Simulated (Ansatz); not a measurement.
An Ansatz input:

```yaml
crystal:
  lattice:
    - [-1.8879010717, 1.8877487679, 1.3036405554]
    - [1.8877487679, -1.8879010717, 1.3036405554]
    - [3.1105723228, 3.1105723228, -1.3039195001]
  atoms:
    - { symbol: Mo, position: [0.9999662344, 3.37656e-05, 0.0] }
    - { symbol: Mo, position: [0.7500337656, 0.2499662344, 0.5] }
hamiltonian:
  xc: lda
  pseudopotentials:
    kind: paw
    azcp:
      Mo: "pseudopotentials/Mo.paw.azcp"
basis:
  ecutwfc: 420
  fft_grid_basis: typed
kpoints:
  mp_grid: { grid: [23, 23, 12], shift: [0, 0, 0] }
magnetization:
  spin_polarized: false
scf:
  occupations: { method: fermi_dirac, width: 0.1 }
```

and its output:

```
Warning: the record states the generating functional pbe (its physics header spells it `PBE`), which answers neither for hamiltonian.xc's functional nor for the lda family's — results may be inconsistent (PPs are generated against a specific XC)
Engine: ansatz 0.2.0, aarch64-unknown-linux-gnu
Pseudopotentials: kind: paw
Pseudopotential: Mo, paw, valence charge 14, recommended cutoff 420 eV (normal) 
Functional definition: SPW92
  exchange = slater_x
  correlation = pw_c
Crystal: 2 atoms, lattice volume = 30.620 Å³
Basis set: ecut = 420 eV, 591 PW (Γ)
Bands: 18, of which v1, the nominal top of the filled ones, is band 14 counted from 1 (13 counted from 0)
Symmetry: 4 space group operations
Space group: C2/c (ITA 15), of the structure as read, at distance tolerance 3.1e-5 Å
k-points: 1668 of 6348
Non-local potential: Mo, projectors of the file, l = 0: 3, l = 1: 2, l = 2: 2, l = 3: 1
PAW form: soft (Blöchl's): semilocal exchange-correlation on the pseudo side does not see the compensation charge
PAW frozen core: Mo, regenerated for the run's functional, and the local potential with it (the file was generated under x = pbe(κ = 0.804, μ = 0.2195149727645171), c = pbe(β = 0.06672455060314922))
PAW one-centre angular grid: Mo, 590 points (default); XC on 64 Gauss nodes
Initial density: superposition of atomic densities (neutral atoms: chi_scale 0, normalization atom), corrected by the library's trained network
Initial wavefunctions: pseudopotential atomic-orbital guess
Functional: x = slater, c = lda
SCF iter   1: F=—  HF=-9685.273079 eV  |F-HF|=—  |Δ(HF+E_count)|=         —  Δρ=7.52e-3  dr2=4.45e-3  ethr=1.77e-3  ⟨swp⟩=5.1  Hψ=311735  notcnv=0  defer=174
automatic band count: the SCF goes on with 22 bands, as 18 were too few: the levels above may hold too much charge
SCF iter   2: F=—  HF=-9685.272082 eV  |F-HF|=—  |Δ(HF+E_count)|=   9.97e-4  Δρ=4.22e-3  dr2=1.46e-3  ethr=1.59e-5  ⟨swp⟩=1.2  Hψ=50961  notcnv=0  defer=176
SCF iter   3: F=—  HF=-9685.271887 eV  |F-HF|=—  |Δ(HF+E_count)|=   1.95e-4  Δρ=4.19e-4  dr2=3.46e-5  ethr=5.21e-6  ⟨swp⟩=2.0  Hψ=57682  notcnv=0  defer=176
SCF iter   4: F=—  HF=-9685.271874 eV  |F-HF|=—  |Δ(HF+E_count)|=   1.30e-5  Δρ=9.51e-5  dr2=1.09e-6  ethr=1.23e-7  ⟨swp⟩=2.0  Hψ=52304  notcnv=0  defer=176
iter 5 did not close the SCF: its close was put off for the readings that it lacked (scf_convergence_deferred on its scf_iter line)
SCF iter   5: F=-9685.271874 eV  HF=-9685.271874 eV  |F-HF|=4.72e-8  |Δ(HF+E_count)|=   5.60e-8  Δρ=1.87e-5  dr2=5.60e-8  ethr=3.88e-9  ⟨swp⟩=2.5  Hψ=59963  notcnv=0  defer=176
SCF iter   6: F=-9685.271874 eV  HF=-9685.271874 eV  |F-HF|=1.21e-9  |Δ(HF+E_count)|=   2.45e-8  Δρ=3.52e-6  dr2=1.52e-9  ethr=2.00e-10  ⟨swp⟩=1.0  Hψ=99665  notcnv=0
SCF 1 converged in 6 iterations: F = -9685.271874 eV  dr2 = 1.52e-9
SCF converged after 6 iterations
Free energy (F): -9685.271874 eV
Harris-Foulkes:  -9685.271874 eV  (|F-HF|=1.21e-9)
Internal energy: -9685.223996 eV  (E = F + TS)
E sigma→0 (E₀):  -9685.247935 eV
Entropy (-TS):   -0.047878 eV (-23.939 meV/atom)
Fermi energy:    21.134597 eV
--- Per-component energies (eV) ---
  E_band       = -101.336109
  E_kinetic    = 886.146511
  E_local      = -1566.216072  (includes V_loc(G=0)·N_el)
  E_nonlocal   = 296.844679
  E_hartree    = 518.081791
  E_xc         = -365.777584
  E_vxc        = -458.550362  (∫ρ·V_xc dr)
  E_paw        = -6179.420469  (= ΣΔE_a)
  E_vpaw       = -295.723159  (= ΣTr[D̂ρ^β])
  E_aug_tail   = 0.000063  (compensation charges beyond the density's cutoff)
  E_ewald      = -3275.828549
  E_core_change = 0.945632  (= ΣΔE_core)
  E_smearing   = -0.047878  (= −TS)
  E_closure    = 0.000000  (closes the sum)
  Σ components = -9685.271874   (vs F -9685.271874, Δ=0.00e0)
```
